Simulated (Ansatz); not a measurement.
**FeCO₃, a database entry at a rescaled volume**

```yaml
crystal:
  lattice:
    - [2.32861, 1.34442, 5.10303]
    - [-2.32861, 1.34442, 5.10303]
    - [0.00000, -2.68885, 5.10303]
  atoms:
    - { symbol: Fe, position: [0.00000, 0.00000, 0.00000] }
    - { symbol: Fe, position: [0.50000, 0.50000, 0.50000] }
    - { symbol: C, position: [0.25000, 0.25000, 0.25000] }
    - { symbol: C, position: [0.75000, 0.75000, 0.75000] }
    - { symbol: O, position: [0.52450, 0.97550, 0.25000] }
    - { symbol: O, position: [0.25000, 0.52450, 0.97550] }
    - { symbol: O, position: [0.97550, 0.25000, 0.52450] }
    - { symbol: O, position: [0.47550, 0.02450, 0.75000] }
    - { symbol: O, position: [0.75000, 0.47550, 0.02450] }
    - { symbol: O, position: [0.02450, 0.75000, 0.47550] }
```

Level: PBEsol, no spin polarisation; 420 eV; 7×7×7 Γ-centred mesh; fermi-dirac occupations (width 0.0997 eV); Ansatz 0.2.0, fixed geometry.

Task: Which orbitals make up the band edges?

Result: Within 0.7 eV of the edges, the states project mainly on Fe d (94 %) below the gap and on Fe d (79 %) and O p (16 %) above it.

Task: What is the formation energy?

Result: -0.97 eV an atom against the elements' usual phases (free molecules for gases, crystals otherwise, with no correction for O₂ or N₂), so it is bound against them; other compounds may still compete. Relaxing would lower it.

Task: Which element gives electrons and which takes them?

Result: Bader charges in e: Fe +1.25, C +2.26, O -1.17. In the mean C gives up most and O takes most.

Task: Is there a gap, and of what kind?

Result: The gap is 0.47 eV, indirect (the least direct gap found is 0.49 eV).

Task: Where is the largest force?

Result: The largest is on O7 (and as large on other atoms): 1.82 eV/Å, components (-0.91, -1.58, 0.00). It makes 180° with the line to a nearest neighbour, C3 at 1.28 Å, pointing away from it.

Origin: a database entry at a rescaled volume. Caveats: no spin polarisation, so a magnetic state may lie lower; atoms or cell far from equilibrium.
